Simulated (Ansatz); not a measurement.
## Ansatz 0.2.0, settings compared: BaGa$_{2}$N$_{2}$

Input:

```yaml
crystal:
  lattice:
    - [2.272794, 3.936592, 0.0]
    - [-2.272794, 3.936592, 0.0]
    - [0.0, 0.0, 4.917478]
  atoms:
    - { symbol: "N", position: [0.3333, 0.3334, 0.1232] }
    - { symbol: "N", position: [0.6667, 0.6666, 0.8768] }
    - { symbol: Ba, position: [0.0, 0.0, 0.0] }
    - { symbol: Ga, position: [0.3333, 0.3334, 0.468] }
    - { symbol: Ga, position: [0.6667, 0.6666, 0.532] }
  symmetry: { tolerance: 0.0003 }
kpoints:
  mp_grid: { grid: [5, 5, 4], shift: [0, 0, 0] }
magnetization:
  spin_polarized: false
scf:
  occupations: { method: fermi_dirac }
hamiltonian:
  pseudopotentials: { kind: paw }
  xc: pbe
basis:
  ecutwfc: 420
output:
  forces: true
  stress: true
  eigenvalues: true
```

The command:

```bash
ansatz run input.yaml --threads 1 --pin off --max-ram 2560MiB --backend cpu --events-out ev --progress --plain --runs-dir out
```

Origin of the cell: a known structure type with other elements, at an estimated volume, so it need not be a known compound.

The smearing width isn't typed, so it takes its default of 0.1 eV.

Output of this run (shortened):

```
Warning: the atoms were moved onto the symmetric positions of the space group found under crystal.symmetry.tolerance 3.0e-4 (fractional; no operation is sought that the atoms, as they stand i […]
Pseudopotentials: kind: paw
Pseudopotential: N, paw, valence charge 5, recommended cutoff 420 eV (normal), N.paw.azcp
Pseudopotential: Ba, paw, valence charge 10, recommended cutoff 420 eV (normal), Ba.paw.azcp
Pseudopotential: Ga, paw, valence charge 13, recommended cutoff 420 eV (normal), Ga.paw.azcp
Functional definition: PBE
  exchange = pbe_x(kappa = kappa, mu = beta*pi^2/3)
  correlation = pbe_c(beta = beta)
Crystal: 5 atoms, lattice volume = 87.994 Å³
Basis set: ecut = 420 eV, 1715 PW (Γ), exchange–correlation on 64×64×72 points (8 copies of the dense FFT grid, shifted against one another)
Bands: 28, of which v1, the nominal top of the filled ones, is band 23 counted from 1 (22 counted from 0)
Symmetry: 12 space group operations
[… 8 lines left out …]
Initial density: superposition of atomic densities (neutral atoms: chi_scale 0, normalization atom), corrected by the library's trained network
Functional: x = pbe(κ = 0.804, μ = 0.219515), c = pbe(β = 0.066725)
SCF iter   1: F=—  HF=-14280.441295 eV  Δρ=5.20e-3  dr2=2.47e-2
SCF iter   2: F=—  HF=-14280.439145 eV  Δρ=2.94e-3  dr2=1.07e-2
SCF iter   3: F=—  HF=-14280.437379 eV  Δρ=6.62e-4  dr2=7.45e-4
SCF iter   4: F=—  HF=-14280.437319 eV  Δρ=3.96e-4  dr2=1.68e-4
SCF iter   5: F=—  HF=-14280.437222 eV  Δρ=1.86e-4  dr2=4.36e-5
SCF iter   6: F=—  HF=-14280.437241 eV  Δρ=6.26e-5  dr2=4.48e-6
SCF iter   7: F=—  HF=-14280.437243 eV  Δρ=1.57e-5  dr2=3.58e-7
SCF iter   8: F=-14280.437243 eV  HF=-14280.437243 eV  Δρ=5.42e-6  dr2=4.30e-8
SCF 1 converged in 8 iterations: F = -14280.437243 eV  dr2 = 4.30e-8
SCF converged after 8 iterations
Free energy (F): -14280.437243 eV
Harris-Foulkes:  -14280.437243 eV  (|F-HF|=1.27e-8)
Internal energy: -14280.297135 eV  (E = F + TS)
E sigma→0 (E₀):  -14280.367189 eV
Entropy (-TS):   -0.140108 eV (-28.022 meV/atom)
Fermi energy:    8.956447 eV
--- Per-component energies (eV) ---
  E_band       = -89.736339
  E_kinetic    = 661.396399
  E_local      = -4782.849518  (includes V_loc(G=0)·N_el)
  E_nonlocal   = 998.456886
  E_hartree    = 2162.887925
  E_xc         = -428.056412
  E_vxc        = -406.217277  (∫ρ·V_xc dr)
  E_paw        = -9452.101810  (= ΣΔE_a)
  E_vpaw       = -886.302342  (= ΣTr[D̂ρ^β])
  E_aug_tail   = -0.000137  (compensation charges beyond the density's cutoff)
  E_ewald      = -3440.030469
  E_smearing   = -0.140108  (= −TS)
  Σ components = -14280.437243   (vs F -14280.437243, Δ=0.00e0)
--- Forces (eV/Å), atoms counted from 1 ---
  atom   1  N     -0.000000    -0.000000    -2.722950
  atom   2  N      0.000000     0.000000     2.722950
  atom   3  Ba     0.000000     0.000000     0.000000
  atom   4  Ga     0.000000     0.000000     2.857732
  atom   5  Ga    -0.000000    -0.000000    -2.857732
  max |Σ_I F_I| component: 3.70e-17 eV/Å
--- Stress (GPa, compression-positive) ---
        8.028695       0.000000       0.000000
        0.000000       8.028695      -0.000000
        0.000000       0.000000      29.317094
  P = ⅓ Tr σ = 15.1248 GPa (151.248 kbar)
```

The same input was run again with these changes:

1. `scf.eigensolver.kind` default → davidson; `scf.mixing.preconditioner` default → resta
2. `kpoints.mp_grid.grid` [5, 5, 4] → [2, 2, 1]
3. `scf.initial_density.chi_scale` default → 0.0; `kpoints.mp_grid.grid` [5, 5, 4] → [8, 8, 6]
4. `scf.eigensolver.kind` default → davidson; `basis.precision` default → f64; `basis.ecutwfc` 420 → "550 eV"; `hamiltonian.xc` pbe → rpbe

| run | end | SCF iterations | P (GPa) | max force component (eV/Å) | moment (μB) | ΔE(σ→0) (meV/atom) |
| --- | --- | --- | --- | --- | --- | --- |
| base | converged | 8 | 15.12 | 2.858 | – | 0 |
| 1 | converged | 7 | 15.13 | 2.858 | – | 0.00 |
| 2 | converged | 8 | 14.68 | 3.621 | – | -127.35 |
| 3 | converged | 10 | 15.23 | 2.830 | – | 3.12 |
| 4 | converged | 9 | 17.86 | 3.042 | – | – |

Energies are compared only where functional, datasets, charge and starting cell are the same.

Not properties of the system: run 2 (too coarse or loose: `kpoints.mp_grid.grid` = [2, 2, 1]).

Caveats of the base run: no spin, though holes on the anions or broken bonds may carry moments; the k mesh is coarse if the cell is a metal.

Run 4: forces of this functional can be a tenth off on datasets made under PBE.

The base run took 1.7 s of wall time on 1 CPU thread(s) of a shared host, from the program's own first density.
